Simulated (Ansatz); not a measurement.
BP (zinc blende, space group No. 216), a = 4.537 Å, b = 4.537 Å, c = 4.537 Å, α = 90.00°, β = 90.00°, γ = 90.00°; the cell used has 2 atoms.

Relaxed with r²SCAN.

Q: Give the optical modes at the zone centre with their infrared and Raman activity from DFPT, DFT-r²SCAN in the program Ansatz with PAW potentials.

A: Transverse frequencies, without the LO–TO term; a row sums one degenerate level.

| ω (cm⁻¹) | degeneracy | IR ((D/Å)²/amu) | Raman (Å⁴/amu) | activity | symmetry |
|---|---|---|---|---|---|
| 818 | 3 | 1.85 | 820 | IR+Raman | T2 |

Q: How high does the top mode go among those that the LO–TO term moves?

A: 822 cm⁻¹ for q along x.

Space group F-43m (zinc blende). The cell was relaxed with r²SCAN under the symmetry of its start; phonons on a q-mesh show no instability.

Potentials: the later of the program's two PAW sets.
